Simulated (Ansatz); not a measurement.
## Ansatz run, Al8VFe4

input.yaml (Ansatz 0.2.0)

```yaml
crystal:
  lattice:
    - [0.0, 0.0, 4.907142]
    - [4.276307, -4.276307, 2.453571]
    - [4.276307, 4.276307, -2.453571]
  atoms:
    - { symbol: Al, position: [0.5, 0.785, 0.785] }
    - { symbol: Al, position: [0.285, 0.215, 0.785] }
    - { symbol: Al, position: [0.5, 0.215, 0.215] }
    - { symbol: Al, position: [0.715, 0.785, 0.215] }
    - { symbol: Al, position: [0.0, 0.344, 0.344] }
    - { symbol: Al, position: [0.344, 0.656, 0.344] }
    - { symbol: Al, position: [0.0, 0.656, 0.656] }
    - { symbol: Al, position: [0.656, 0.344, 0.656] }
    - { symbol: V, position: [0.0, 0.0, 0.0] }
    - { symbol: Fe, position: [0.5, 0.0, 0.5] }
    - { symbol: Fe, position: [0.5, 0.5, 0.0] }
    - { symbol: Fe, position: [0.0, 0.0, 0.5] }
    - { symbol: Fe, position: [0.0, 0.5, 0.0] }
  symmetry: { tolerance: 0.0003 }
kpoints:
  mp_grid: { grid: [8, 8, 8], shift: [0, 0, 0] }
  band_path:
    path:
      - [0.0, 0.0, 0.0]
      - [0.0, 0.0, 0.5]
      - [0.0, 0.5, 0.5]
      - [0.0, 0.0, 0.0]
      - [0.66459988, 0.33229994, -0.33229994]
      - [0.33540012, 0.66770006, 0.33229994]
      - [0.0, 0.5, 0.5]
      - [0.0, 0.0, 0.5]
      - [0.5, 0.25, 0.25]
      - [0.5, 0.5, 0.0]
      - [0.0, 0.0, 0.0]
    npoints: 6
magnetization:
  spin_polarized: false
scf:
  occupations: { method: cold, width: 0.0789 }
  lower_state_search: "off"
  max_iter: 200
hamiltonian:
  pseudopotentials: { kind: paw }
  xc: r2scan
basis:
  ecutwfc: 500
  fft_grid_basis: typed
output:
  forces: true
  stress: true
  eigenvalues: true
  bader: true
  populations: true
  elf: true
  write_potential: true
  volumetric_format: npy
  dos:
    e_range: [-12, 8]
    de: 0.05
    projected: { site_lists: { Al: [Al], Fe: [Fe], V: [V] } }
checkpoint:
  read: saved_state
```

The run starts from an earlier solution of this cell. 

Excerpt of what it printed:

```
SCF iter   1: F=—  Δρ=3.34e-3  dr2=7.57e-3  dr2_τ=7.91e-3
SCF iter   2: F=—  S|Δr|=    0.00e0  Δρ=5.45e-3  dr2=7.21e-2  dr2_τ=1.81e-3  recentre
SCF iter   3: F=—  S|Δr|=    0.00e0  Δρ=4.09e-3  dr2=3.11e-2  dr2_τ=1.96e-3
SCF iter   4: F=—  S|Δr|=    0.00e0  Δρ=1.69e-3  dr2=1.73e-3  dr2_τ=8.72e-4
SCF iter   5: F=—  S|Δr|=    0.00e0  Δρ=1.15e-3  dr2=6.12e-4  dr2_τ=3.93e-4
SCF iter   6: F=—  S|Δr|=    0.00e0  Δρ=2.17e-4  dr2=1.08e-4  dr2_τ=4.77e-6
SCF iter   7: F=—  S|Δr|=    0.00e0  Δρ=1.94e-4  dr2=2.89e-5  dr2_τ=6.24e-6
SCF iter   8: F=—  S|Δr|=    0.00e0  Δρ=1.16e-4  dr2=5.64e-6  dr2_τ=4.48e-6
SCF iter   9: F=—  S|Δr|=    0.00e0  Δρ=2.46e-5  dr2=5.89e-7  dr2_τ=3.51e-8
SCF iter  10: F=—  S|Δr|=    0.00e0  Δρ=1.28e-5  dr2=1.52e-7  dr2_τ=4.62e-9
SCF iter  11: F=—  S|Δr|=    0.00e0  Δρ=1.21e-5  dr2=3.39e-7  dr2_τ=4.88e-9
SCF iter  12: F=—  S|Δr|=    0.00e0  Δρ=1.09e-5  dr2=3.06e-7  dr2_τ=4.57e-9
SCF iter  13: F=-25184.3664 eV  S|Δr|=    0.00e0  Δρ=2.81e-6  dr2=9.12e-9  dr2_τ=3.40e-10
Free energy (F): -25184.3664 eV
Harris-Foulkes:  -25184.3664 eV  (|F-HF|=7.46e-9)
Internal energy: -25184.3530 eV  (E = F + TS)
E sigma→0 (E₀):  -25184.3619 eV
Entropy (-TS):   -0.0134 eV (-1.032 meV/atom)
Fermi energy:    11.5748 eV
--- Per-component energies (eV) ---
  E_band       = -1430.6165
  E_kinetic    = 1948.1357
  E_local      = -14819.2890  (includes V_loc(G=0)·N_el)
  E_nonlocal   = 901.7535
  E_hartree    = 6544.5397
  E_xc         = -880.4350
  E_vxc        = -1117.6425  (∫ρ·V_xc dr)
  E_paw        = -10412.5864  (= ΣΔE_a)
  E_vpaw       = -1504.8875  (= ΣTr[D̂ρ^β])
  E_aug_tail   = 0.0012  (compensation charges beyond the density's cutoff)
  E_vtau       = 72.2217  (kinetic-family band-sum trace: ∫τ·v_τ [+ j·A + Jᵃ·Aᵃ] dr)
  E_ewald      = -8464.5683
  E_core_change = -1.9045  (= ΣΔE_core)
  E_smearing   = -0.0134  (= −TS)
--- Stress (GPa, compression-positive) ---
       -6.5551       0.0000       0.0000
        0.0000      -6.5551       0.0000
        0.0000       0.0000      -8.5752
  P = ⅓ Tr σ = -7.2284 GPa (-72.284 kbar)
--- Bader charges: 13 sites ---
  site symbol  charge [e]  shift [e]
     0     Al      1.4311     0.0013
     1     Al      1.4308     0.0013
     2     Al      1.4310     0.0013
     3     Al      1.4308     0.0013
     4     Al      0.9909     0.0014
     5     Al      0.9909     0.0014
     6     Al      0.9909     0.0014
     7     Al      0.9909     0.0014
     8      V      0.8786     0.0000
     9     Fe     -2.6417     0.0027
    10     Fe     -2.6417     0.0027
    11     Fe     -2.6412     0.0027
    12     Fe     -2.6412     0.0027
```

Absolute energies hang on the potentials; compare differences alone.

Origin: a known structure type with other elements, at an estimated volume, so it need not be a known compound. Caveats: no spin polarisation, so a magnetic state may lie lower.
